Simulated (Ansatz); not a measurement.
An element in the bcc structure gives these cold pressures by all-electron LAPW under LDA (Ansatz 0.2.0, scalar-relativistic, spin-polarised).

```csv
V (Å³/atom),P (GPa)
10.84,0.10
9.76,39.4
8.68,106.0
7.59,219.9
6.51,421.8
5.42,797.0
4.34,1554
```

Question: Which element is it?

Answer: Cr. Its zero-pressure volume in this structure is near 10.8 Å³/atom; the volume and the steepness of P(V) together point to it, though neighbours can come close. This is the case that was computed; others weren't tested.
